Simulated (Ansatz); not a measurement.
Starting cell, HfO$_{2}$ (fluorite):

```yaml
crystal:
  lattice:
    - [0.00000, 5.05889, 5.05889]
    - [2.52945, 0.00000, 2.52945]
    - [2.52945, 2.52945, 0.00000]
  atoms:
    - { symbol: Hf, position: [0.00000, 0.00000, 0.00000] }
    - { symbol: Hf, position: [0.50000, 0.00000, 0.00000] }
    - { symbol: O, position: [0.12500, 0.25000, 0.25000] }
    - { symbol: O, position: [0.62500, 0.25000, 0.25000] }
    - { symbol: O, position: [0.37500, 0.75000, 0.75000] }
    - { symbol: O, position: [0.87500, 0.75000, 0.75000] }
```

The atoms are displaced by Q × the pattern below (from a DFPT mode at L = (0.5, 0.0, 0.0), largest move 1; Q in Å), at fixed cell. (q is in reciprocal vectors of the primitive cell; the cell shown is doubled to hold the pattern.)

```tsv
atom	x	y	z
Hf1	-0.577	0.577	0.577
Hf2	0.577	-0.577	-0.577
O3	-0.344	0.344	0.344
O4	0.344	-0.344	-0.344
O5	0.344	-0.344	-0.344
O6	-0.344	0.344	0.344
```

Computed with r2SCAN (plane waves to 500 eV, PAW, scalar-relativistic; Ansatz, a first-principles code). k mesh 11×11×11 (Γ-centred), Fermi-Dirac smearing 0.05 eV. Energies are smeared free energies. HfO2 is run without spin polarisation. HfO2 was relaxed with its symmetry unable to fall. Spin-orbit coupling is left out, though Hf is heavy. The PAW data are Ansatz's earlier set. This is a high-temperature form of HfO2. The zero of ΔE is the undisplaced structure.

```tsv
Q (Å)	ΔE (meV/cell)
-0.1000	283.5
-0.0833	192.9
-0.0667	121.5
-0.0500	67.4
-0.0333	withheld
-0.0167	7.4
0.0000	0.0
0.0167	7.4
0.0333	withheld
0.0500	67.4
0.0667	121.5
0.0833	192.9
0.1000	283.5
```

Q: Fit an even polynomial form (powers 2, 4) to the given rows and predict ΔE at Q = -0.0333.

A: Least squares on the 11 given rows: ΔE = (26500)·Q² + (185100)·Q⁴, in meV/cell with Q in Å; root-mean-square residual 0.05 meV/cell. At -0.0333 the fit gives 29.6 meV/cell; the calculation gives 29.7 meV/cell, so the interpolation is off by -0.1 (-0.3 %). The quadratic term alone would give 29.4 meV/cell.

(For displaced atoms, the force is minus the slope of the energy, and its curvature is a force constant, which sets phonon frequencies.)
